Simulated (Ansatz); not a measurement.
Consider the following.

HfZn2:
```xyz
6
Lattice="0.0000 3.6408 3.6408 3.6408 0.0000 3.6408 3.6408 3.6408 0.0000" Properties=species:S:1:pos:R:3 pbc="T T T"
Hf     3.6408     3.6408     3.6408
Hf     5.4612     5.4612     5.4612
Zn     0.9102     0.9102     0.9102
Zn     0.9102     2.7306     2.7306
Zn     2.7306     2.7306     0.9102
Zn     2.7306     0.9102     2.7306
```

This is the r²SCAN-relaxed structure.

Q: All from the program Ansatz at the r²SCAN level (PAW), unless another level is named. Predict the density of states at the Fermi level.

A: 1.3 states/eV per atom (mean over ±0.08 eV).

Q: Next, the formation energy from the elements (no fitted shifts)?

A: -0.25 eV/atom.

Space group Fd-3m (cubic Laves (MgCu2 type)). The workflow started from an entry of the Crystallography Open Database (COD). Whether it is the stable phase at ambient conditions was not checked. The r²SCAN relaxation kept the symmetry of its start; its stability against distortions is not shown here. No spin polarisation was allowed. The references are the lowest solids computed at this level, not always the standard phases. Scalar-relativistic: spin–orbit coupling is off unless named, which matters more the heavier the elements.

Potentials: the later of the program's two PAW sets.
